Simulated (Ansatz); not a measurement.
**Data sheet: TiSb₂ (DFT)**

TiSb2:
```
CELL_PARAMETERS angstrom
     -3.31796     3.31796     2.85551
      3.31796    -3.31796     2.85551
      3.31796     3.31796    -2.85551
ATOMIC_POSITIONS crystal
  Sb 0.65292 0.15292 0.80583
  Sb 0.15292 0.34708 0.50000
  Sb 0.34708 0.84708 0.19417
  Sb 0.84708 0.65292 0.50000
  Ti 0.25000 0.25000 0.00000
  Ti 0.75000 0.75000 0.00000
```

Space group I4/mcm (No. 140); conventional cell a = b = 6.6359 Å, c = 5.7110 Å, α = β = γ = 90.00°.

Method: DFT-PBEsol in the program Ansatz with PAW potentials. Geometry: relaxed at this level of theory. Other levels are named where they apply.

### Cell and energy

Volume per atom: 20.96 Å³
Density: 7.70 g/cm³
Formation energy from the elements (no fitted shifts): -0.47 eV/atom

### Electronic structure

- Electronic character = metallic (no gap)
- Density of states at the Fermi level = 0.20 states/eV per atom (mean over ±0.08 eV)
- Gap with spin–orbit coupling = none (metallic)

### Mechanics

Bulk modulus (Birch–Murnaghan fit): 99.0 GPa
Pressure derivative B′: 4.5

### Phonons

Highest zone-centre frequency: 287 cm⁻¹
Zone-centre stability: no imaginary mode at Γ

The measured cell (COD 8100156; 293 K, pressure taken as ambient) has 21.42 Å³ per atom; the computed volume differs by -2.2 %, which includes thermal expansion and zero-point motion.

The workflow started from an entry of the Crystallography Open Database (COD, 293 K). Whether it is the stable phase at ambient conditions was not checked. The cell was relaxed with PBEsol under the symmetry of its start. No spin polarisation was allowed. As this level gives no gap, phonon frequencies hold no LO–TO term and depend on the k-mesh and smearing (Fermi–Dirac, 0.1 eV here). The references are the lowest solids computed at this level, not always the standard phases. Scalar-relativistic: spin–orbit coupling is off unless named, which matters more the heavier the elements.

Potentials: the later of the program's two PAW sets.
